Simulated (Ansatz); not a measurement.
BN:
Space group P6₃mc (No. 186); a = b = 2.5273 Å, c = 8.3088 Å, α = β = 90.00°, γ = 120.00°

```csv
atom,site,symmetry,x,y,z
B,2a,3m.,0.0000,0.0000,0.4997
B,2b,3m.,0.3333,0.6667,0.2505
N,2a,3m.,0.0000,0.0000,0.3132
N,2b,3m.,0.3333,0.6667,0.0622
```

Relaxed with LDA.

Decompose the optical modes at the zone centre into irreducible representations, and say which are infrared and Raman allowed.

Point group 6mm: Γ_opt = 3A1 + 4B1 + 3E1 + 4E2. Infrared: A1, E1. Raman: A1, E1, E2.

Assign frequencies (DFPT, LDA in the plane-wave PAW code Ansatz; without the LO–TO term).

E2 345, E2 355, E1 482, B1 638, B1 646, A1 983, E1 998, E2 1025, E2 1046, A1 1060, E1 1076, A1 1141, B1 1242, B1 1259 cm⁻¹.

Subscripts of B labels follow the axes of the standard setting.

Space group P6_3mc. The cell is a constructed one: a structure type filled with these elements. Its sites differ from those of the usual phase in this space group: another stacking or structure type. The cell was relaxed with LDA under the symmetry of its start; phonons on a q-mesh show no instability.

Potentials: the later of the program's two PAW sets.
